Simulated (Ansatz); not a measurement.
## Ca (bcc): energy against volume

The calculation used Ansatz 0.2.0, DFT, PBEsol, plane waves (420 eV) with PAW, scalar-relativistic. The PAW files were generated under PBE, with cores re-solved for the functional.

The cell is scaled uniformly from the relaxed one, with fractional coordinates and shape fixed. Energies are extrapolated to zero smearing, pressures are those at the given smearing. Magnetic state: spin not included.

A Birch-Murnaghan fit gives V₀ = 40.40 Å³/atom, B₀ = 16.9 GPa, B₀′ = 2.8.

What are the energy above the minimum and the pressure at 35.637 Å³/atom?

34.5 meV/atom and 2.66 GPa as computed.

What are the energy above the minimum and the pressure at 42.116 Å³/atom?

3.6 meV/atom and -0.65 GPa as computed.

What are the energy above the minimum and the pressure at 43.736 Å³/atom?

13.1 meV/atom and -1.20 GPa as computed.
